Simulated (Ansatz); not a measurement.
A geometry of Nb2C away from equilibrium: the start of the relaxation of a relaxed Nb2C cell displaced along its unstable phonon at q = Γ (148i cm⁻¹), largest move 0.15 Å. Level of theory: PBEsol (plane waves to 420 eV, PAW, scalar-relativistic; Ansatz, a quantum-chemistry and plane-wave program). Γ-centred k-mesh 6×6×10 on the run's cell (coarser than for final values), Fermi–Dirac smearing 0.05 eV.

```xyz
9
Lattice="6.4436 0.0000 0.0000 -3.2218 5.5803 0.0000 0.0000 0.0000 3.2017" Properties=species:S:1:pos:R:3:forces:R:3 pbc="T T T" free_energy=-27713.003 pressure_GPa=2.2
Nb     1.6369    -0.0697     0.0000    0.2081    0.2889    0.0000
Nb     5.6151     1.3652     0.0000    0.4665   -0.4295    0.0000
Nb     2.4134     4.1103     0.0000   -0.3167   -0.1338    0.0000
Nb     3.7547     0.1500     1.6009    0.2719   -0.0642    0.0000
Nb     4.6355     3.2817     1.6009   -0.0502    0.0054    0.0000
Nb     1.2752     2.3587     1.6009   -0.4130   -0.1441    0.0000
C      0.0000    -0.0904     1.6009    0.0317   -0.1633    0.0000
C     -0.1034     3.6282     0.0000    0.3056    0.0894    0.0000
C      3.3252     1.7681     0.0000   -0.5038    0.5513    0.0000
```

Positions in Å, forces in eV/Å, free energy of the cell in eV (comparable only within this code, potentials and settings). Largest force: 0.75 eV/Å, on C9 (atoms numbered as listed); the geometry lies 0.19 eV/atom above the end of its relaxation.

No spin polarisation in the result.

The run could not lose the symmetry of its start: the end is stationary, and may be a saddle point rather than a minimum.

The end of the path is a generated cell of Nb2C: the first start was made by placing the elements on the sites of a structure type, and the end was not matched to a known phase here, so it may be hypothetical.
